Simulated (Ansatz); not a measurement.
input.yaml (Ansatz 0.2.0):

```yaml
crystal:
  lattice:
    - [3.5907054496, 0.0, 0.0]
    - [0.0, 3.5907054496, 0.0]
    - [0.0, 0.0, 3.5907054496]
  atoms:
    - { symbol: Lu, position: [0.0, 0.0, 0.0] }
    - { symbol: Hg, position: [0.5, 0.5, 0.5] }
basis:
  ecutwfc: 420
  ecutrho_ratio: 4
kpoints:
  mp_grid: { grid: [10, 10, 10] }
hamiltonian:
  xc: pbesol
scf:
  occupations: { method: gaussian, width: 0.05 }
output:
  forces: true
  stress: true
  eigenvalues: true
```

Launched as:
```sh
ansatz run input.yaml --threads 4 --pin off --max-ram 8192MiB --backend cpu --events-out ev --progress --plain --runs-dir out
```

The start was a prototype's sites filled with these elements; the Crystallography Open Database holds the compound in this structure.

Predict the main results.

Pressure 0.0 GPa, gap on the mesh zero (metallic) (PBEsol, scalar-relativistic).

About how long does the run take on 4 threads of Arm Neoverse V2, with other jobs on the host, and how much memory does it need?

About 1.3 s, with a peak of 0.26 GiB.

Output, machine lines left out:

```
Pseudopotentials: kind: paw
Pseudopotential: Lu, paw, valence charge 25, recommended cutoff 420 eV (normal), Lu.paw.azcp
Pseudopotential: Hg, paw, valence charge 20, recommended cutoff 420 eV (normal), Hg.paw.azcp
Crystal: 2 atoms, lattice volume = 46.296 Å³
Basis set: ecut = 420 eV, 925 PW (Γ), exchange–correlation on 50×50×50 points (8 copies of the dense FFT grid, shifted against one another)
Bands: 27, of which v1, the nominal top of the filled ones, is band 23 counted from 1 (22 counted from 0)
Symmetry: 48 space group operations
Space group: Pm-3m (ITA 221), of the structure as read, at distance tolerance 3.6e-5 Å
k-points: 56 of 1000
Initial density: superposition of atomic densities (neutral atoms: chi_scale 0, normalization atom), corrected by the library's trained network
Initial wavefunctions: pseudopotential atomic-orbital guess
Functional: x = pbesol(κ = 0.804, μ = 0.12346), c = pbesol(β = 0.046)
```

SCF trace (energy estimate counted from the last row):
```
iteration   ΔE (eV)  density residual (eV)
        1  -2.1e-03                3.14e-3
        2  -2.7e-04                6.41e-4
        3  -1.4e-04                2.41e-4
        4  -1.1e-05                5.22e-5
        5     0.000                1.45e-6
        6     0.000                1.41e-7
        7     0.000                2.93e-9
```

```
SCF 1 converged in 7 iterations: F = -28280.568486 eV  dr2 = 2.93e-9
SCF converged after 7 iterations
Free energy (F): -28280.568486 eV
E sigma→0 (E₀):  -28280.567293 eV
Entropy (-TS):   -0.002385 eV (-1.192 meV/atom)
Fermi energy:    16.997709 eV
--- Forces (eV/Å), atoms counted from 1 ---
  atom   1  Lu     0.00000000     0.00000000     0.00000000
  atom   2  Hg     0.00000000     0.00000000     0.00000000
--- Stress (GPa, compression-positive) ---
        0.001726       0.000000       0.000000
        0.000000       0.001726       0.000000
        0.000000       0.000000       0.001726
  P = ⅓ Tr σ = 0.0017 GPa (0.017 kbar)
```

Absolute energies hang on the potentials; compare differences alone.

Spin–orbit coupling, which matters for such heavy elements, is left out.
